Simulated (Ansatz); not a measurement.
## Guessed and relaxed cells of ZrC2

Recipe of this trial structure of ZrC2: ordered vacancies on the cation sites of nickel arsenide (P-3m1, No. 164) (occupants of the shared sites, in ratio, Zr: 1, vacant: 1). The dimensions are guesses.

start.cif

```cif
data_structure
_symmetry_space_group_name_H-M 'P-3m1'
_symmetry_Int_Tables_number 164
_cell_length_a 3.3755
_cell_length_b 3.3755
_cell_length_c 5.2321
_cell_angle_alpha 90.000
_cell_angle_beta 90.000
_cell_angle_gamma 120.000
_cell_volume 51.63
loop_
_atom_site_label
_atom_site_type_symbol
_atom_site_symmetry_multiplicity
_atom_site_Wyckoff_symbol
_atom_site_fract_x
_atom_site_fract_y
_atom_site_fract_z
_atom_site_occupancy
Zr1 Zr 1 a 0.00000 0.00000 0.00000 1
C1 C 2 d 0.33333 0.66667 0.25000 1
```

The calculation used Ansatz 0.2.0, DFT PBE, scalar-relativistic, plane waves, PAW. Cutoff 420 eV, Gaussian smearing, Γ-centred meshes. Cell and atoms relax first on a coarse mesh and then on a finer one. In between, the cell is made exact in the group found at 0.06 Å. In metals the finer mesh still leaves noise of several meV/atom or more. The steps can't lower the symmetry of their start. No spin polarisation in the relaxation; trial moments died out in a coarse test.

end.cif

```cif
data_structure
_symmetry_space_group_name_H-M 'P6/mmm'
_symmetry_Int_Tables_number 191
_cell_length_a 3.2094
_cell_length_b 3.2094
_cell_length_c 3.2937
_cell_angle_alpha 90.000
_cell_angle_beta 90.000
_cell_angle_gamma 120.000
_cell_volume 29.38
loop_
_atom_site_label
_atom_site_type_symbol
_atom_site_symmetry_multiplicity
_atom_site_Wyckoff_symbol
_atom_site_fract_x
_atom_site_fract_y
_atom_site_fract_z
_atom_site_occupancy
Zr1 Zr 1 a 0.00000 0.00000 0.00000 1
C1 C 2 d 0.33333 0.66667 0.50000 1
```

The symmetry goes from P-3m1 (No. 164) to P6/mmm (No. 191). The end has the AlB2 type. The volume per atom shrinks by 43.1 %, from 17.2 to 9.8 Å³. The shortest distance goes from 2.35 Å (Zr–C) to 1.85 Å (C–C). The energy falls by about 1.3 eV/atom (the start's value is from the coarse mesh). The end is written in a standard setting, so origin, axes and order of atoms can differ from the start's.

```
Volume per atom                             : 9.79 Å³
Density                                     : 6.51 g/cm³
Formation energy                            : +0.75 eV/atom
Gap on the 18×18×14 mesh of the 3-atom cell : 0 eV (a metal)
```

The zero of energy is the elements' standard structures at the same level; no fitted shifts are applied. The separate elements lie lower, so it is unstable against them.

The last run used Gaussian smearing of 0.10 eV. The reference form of C is held partly by dispersion forces, which this level lacks. A later test with randomly moved atoms led to a structure 571 meV/atom lower, so this end is a saddle point or a shallow minimum. In all, the 4 runs took 72 s on 1 thread of Intel(R) Xeon(R) Platinum 8375C CPU @ 2.90GHz (Ice Lake) (shared host).
